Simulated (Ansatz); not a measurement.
Relaxed-ion elastic tensor of HfO₂ in space group P4_2/nmc (No. 137; Hf on 2a, O on 4d) in GPa (Voigt order), r²SCAN in the plane-wave PAW code Ansatz; density 10.50 g/cm³, 11.09 Å³ per atom.

|  | 1 | 2 | 3 | 4 | 5 | 6 |
|---|---|---|---|---|---|---|
| 1 | 395 | 247 | 70.2 | 0.0 | 0.0 | 0.0 |
| 2 | 247 | 395 | 70.2 | 0.0 | 0.0 | 0.0 |
| 3 | 70.2 | 70.2 | 314 | 0.0 | 0.0 | 0.0 |
| 4 | 0.0 | 0.0 | 0.0 | 17.9 | 0.0 | 0.0 |
| 5 | 0.0 | 0.0 | 0.0 | 0.0 | 17.9 | 0.0 |
| 6 | 0.0 | 0.0 | 0.0 | 0.0 | 0.0 | 184 |

Q: Is the crystal mechanically stable?

A: Yes: the smallest eigenvalue of C is 17.9 GPa.

Q: Work out the Voigt, Reuss and Hill averages.

A: K_V = 209, K_R = 194, K_H = 201; G_V = 91.9, G_R = 36.5, G_H = 64.2 GPa.

Q: Give Young's modulus, Poisson's ratio, Pugh's ratio and the universal anisotropy index.

A: E = 9KG/(3K + G) = 174 GPa; ν = 0.36; K/G = 3.14 (ductile by the Pugh limit of 1.75); A_U = 5G_V/G_R + K_V/K_R − 6 = 7.68.

Q: Estimate the sound speeds and the Debye temperature.

A: v_l = √((K + 4G/3)/ρ) = 5230 m/s, v_t = √(G/ρ) = 2470 m/s, mean 2780 m/s; Θ = (h/k)(3n/4πV)^(1/3) v_m = 371 K.

Q: Solve the Christoffel equation for the three sound speeds along x, y, z.

A: Eigenvalues of C_ijkl n_j n_l equal ρv². In km/s, slowest first: x 1.31, 4.19, 6.14; y 1.31, 4.19, 6.14; z 1.31, 1.31, 5.47.

Q: How much does each axis shrink under pressure?

A: Linear compressibilities β_i = Σ_j S_ij (j = 1 to 3): x 1.3, y 1.3, z 2.6 per TPa.

This is a known high-temperature phase of the composition, computed here at zero pressure and temperature. Symmetry was held in the r²SCAN relaxation; of distortions, only those at the zone centre were tested. No spin polarisation was allowed. Scalar-relativistic: spin–orbit coupling is off unless named, which matters more the heavier the elements.

Potentials: the later of the program's two PAW sets.
